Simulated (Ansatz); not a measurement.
Re:
```
CELL_PARAMETERS angstrom
      2.75099     0.00000     0.00000
     -1.37549     2.38242     0.00000
      0.00000     0.00000     4.44162
ATOMIC_POSITIONS crystal
  Re 0.33333 0.66667 0.75000
  Re 0.66667 0.33333 0.25000
```

Relaxed with PBEsol. Special points in fractions of this cell's reciprocal vectors: Γ (0.000, 0.000, 0.000); M (0.500, 0.000, 0.000); K (0.333, 0.333, 0.000); A (0.000, 0.000, 0.500); L (0.500, 0.000, 0.500); H (0.333, 0.333, 0.500).

**Question.** List the band energies nearest the Fermi level at these points for PBEsol (plane waves, PAW; program Ansatz).

**Answer.** In eV from the Fermi level; about four levels below and three above (degenerate sets whole), none deeper than 8.9 eV; … stands for higher levels left out; points with the same levels are listed once.

```
k                          below                above
-  -----------------------------  -------------------
Γ  -1.60 -1.60 -1.60 -0.75 -0.75       0.20 0.20 0.65
M        -1.97 -1.72 -1.38 -0.59       4.07 4.49 4.62
K        -3.39 -2.15 -2.15 -0.02       3.10 3.10 3.59
A        -1.73 -1.73 -1.73 -1.73                    …
L        -6.37 -6.37 -4.15 -4.15  0.40 0.40 0.95 0.95
H        -3.78 -3.78 -2.16 -2.16  0.07 0.07 3.42 3.42
```

Space group P6_3/mmc (hcp (Mg type)). Symmetry was held in the PBEsol relaxation. No spin polarisation was allowed. Spin–orbit coupling is left out wherever it is not named.

Potentials: the later of the program's two PAW sets.
